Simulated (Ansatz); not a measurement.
**Computed frozen-phonon scan: Zr (hcp, Mg type)**

Zr (hcp, Mg type)

```
CELL_PARAMETERS angstrom
      3.23126     0.00000     0.00000
     -1.61563     2.79835     0.00000
      0.00000     0.00000     5.17316
ATOMIC_POSITIONS crystal
  Zr 0.33333 0.66667 0.75000
  Zr 0.66667 0.33333 0.25000
```

A phonon eigenvector at Γ is frozen into this cell: atom i moves by Q times the vector below, so Q is the largest atomic displacement, in Å. The cell is held.

```csv
atom,x,y,z
Zr1,0.000,0.000,-1.000
Zr2,0.000,0.000,1.000
```

Computed with PBE (plane waves to 420 eV, PAW, scalar-relativistic; Ansatz, a program for electronic structure). k mesh 17×17×9 (Γ-centred), Fermi-Dirac smearing 0.05 eV. The energy includes the smearing's −TS. Compression counts positive. With partly filled bands, energies and forces of such displacements shift with the k mesh and the smearing. Zr is run without spin polarisation. Zr was relaxed with its symmetry unable to fall. ΔE is measured from the undisplaced structure.

```csv
Q (Å),ΔE (meV/cell),P (GPa),−dE/dQ from forces (eV/Å)
-0.100,91,1.5,1.993
-0.083,61,1.0,1.585
-0.067,38,0.7,1.213
-0.050,20,0.4,0.865
-0.033,9,0.2,0.544
-0.017,2,0.0,0.255
0.000,0,0.0,0.000
0.017,2,0.0,-0.255
0.033,9,0.2,-0.544
0.050,20,0.4,-0.865
0.067,38,0.7,-1.213
0.083,61,1.0,-1.585
0.100,91,1.5,-1.993
```

What the scan shows:

| Quantity | Result |
|---|---|
| Energy at Q = 0.100 Å | 91 meV/cell |
| Space group of the distorted cell | P-3m1 (No. 164), lowered from P6_3/mmc |
| Symmetry of the curve | even: the same for both signs |
| Shape of the curve | a single well with its minimum at or next to zero displacement |
| Harmonic wavenumber from the curvature (finite differences) | 149 cm⁻¹ |
| Wavenumber by perturbation theory (DFPT, on another k mesh) | 146 cm⁻¹ |

(A displaced cell: forces are minus the slopes of the energy, force constants its curvatures, and phonons follow from these.)
